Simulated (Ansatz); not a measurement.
Given:

Ti3Ge:
```yaml
crystal:
  lattice:
    - [-5.05776, 5.05776, 2.54176]
    - [5.05776, -5.05776, 2.54176]
    - [5.05776, 5.05776, -2.54176]
  atoms:
    - { symbol: Ti, position: [0.32026, 0.29497, 0.18966] }
    - { symbol: Ti, position: [0.86940, 0.67974, 0.97470] }
    - { symbol: Ti, position: [0.10530, 0.13060, 0.81034] }
    - { symbol: Ti, position: [0.70503, 0.89470, 0.02530] }
    - { symbol: Ti, position: [0.00770, 0.33737, 0.38430] }
    - { symbol: Ti, position: [0.37660, 0.99230, 0.32967] }
    - { symbol: Ti, position: [0.95308, 0.62340, 0.61570] }
    - { symbol: Ti, position: [0.66263, 0.04692, 0.67033] }
    - { symbol: Ti, position: [0.97694, 0.94518, 0.40174] }
    - { symbol: Ti, position: [0.42480, 0.02306, 0.96824] }
    - { symbol: Ti, position: [0.54345, 0.57520, 0.59826] }
    - { symbol: Ti, position: [0.05482, 0.45655, 0.03176] }
    - { symbol: Ge, position: [0.51076, 0.76496, 0.32667] }
    - { symbol: Ge, position: [0.81591, 0.48924, 0.25420] }
    - { symbol: Ge, position: [0.43829, 0.18409, 0.67333] }
    - { symbol: Ge, position: [0.23504, 0.56171, 0.74580] }
```

This is the PBEsol-relaxed structure.

Q: All from DFT-PBEsol in the program Ansatz with PAW potentials, unless another level is named. Give the electronic character.

A: metallic (no gap).

Q: Give the density of states at the Fermi level.

A: 1.3 states/eV per atom (mean over ±0.08 eV).

Q: What about the formation energy from the elements (no fitted shifts)?

A: -0.48 eV/atom.

Space group I-4. The workflow started from a Materials Project entry (that database holds measured and hypothetical structures alike); the Crystallography Open Database copy checked does not list it. Its standing as an ambient phase is unchecked. The PBEsol relaxation kept the symmetry of its start; whether a distortion lowers the energy is not shown. The run is not spin-polarised. The references are the lowest solids computed at this level, not always the standard phases. Spin–orbit coupling is left out wherever it is not named.

Potentials: the later of the program's two PAW sets.
